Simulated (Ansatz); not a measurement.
YSi2Os2 in space group I4/mmm (No. 139; Y on 2a, Os on 4d, Si on 4e) at seven volumes, r²SCAN in the plane-wave PAW code Ansatz, shape and atoms relaxed at each. One row is withheld.

| V (Å³/atom) | P (GPa) |
|---|---|
| 15.184 | 20.89 |
| 15.685 | 12.75 |
| 16.185 | 5.83 |
| 16.686 | 0.01 |
| 17.186 | -4.81 |
| 17.687 | ? |
| 18.187 | -11.78 |

Fit the shown pressures and predict the withheld one.

Third-order Birch–Murnaghan: P = (3/2)B₀(x^(7/2) − x^(5/2))[1 + (3/4)(B′ − 4)(x − 1)] with x = (V₀/V)^(2/3). Least squares on the six rows gives V₀ = 16.691 Å³/atom, B₀ = 172.8 GPa, B′ = 5.25. At V = 17.687, x = 0.9621 and P = -8.60 GPa. The run itself gave -8.68 GPa.

The workflow started from an entry of the Crystallography Open Database (COD). Whether it is the stable phase at ambient conditions was not checked. The cell was relaxed with r²SCAN under the symmetry of its start; whether a distortion lowers the energy is not shown. The run is not spin-polarised. Spin–orbit coupling is left out wherever it is not named.

Potentials: the later of the program's two PAW sets.
